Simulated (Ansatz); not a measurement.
Starting cell, ZnSe (zinc blende):

```xyz
2
Lattice="0.0000 2.8665 2.8665 2.8665 0.0000 2.8665 2.8665 2.8665 0.0000" Properties=species:S:1:pos:R:3 pbc="T T T"
Se     4.2998     4.2998     4.2998
Zn     0.0000     0.0000     0.0000
```

In each cell atom 2 (Zn, nearest neighbour Se at 2.482 Å; its periodic images, 4.1 Å or more away, move with it) moves by s·(0.000, 0.000, 1.000) (along Cartesian z), the rest being held.

Method: PBE (plane waves to 420 eV, PAW, scalar-relativistic; Ansatz, a first-principles code). k mesh 8×8×8 (Γ-centred), Fermi-Dirac smearing 0.05 eV. E stands for the smeared free energy. ZnSe was relaxed with its symmetry unable to fall. ΔE is measured from the undisplaced structure.

Q: Give the computed ΔE (eV/cell) at s (Å) = -0.250, -0.100, -0.050, 0.050, 0.100, 0.250.

A: 
```csv
s (Å),ΔE (eV/cell)
-0.250,0.1530
-0.100,0.0248
-0.050,0.0062
0.050,0.0062
0.100,0.0248
0.250,0.1530
```

(For displaced atoms, the force is minus the slope of the energy, and its curvature is a force constant, which sets phonon frequencies.)
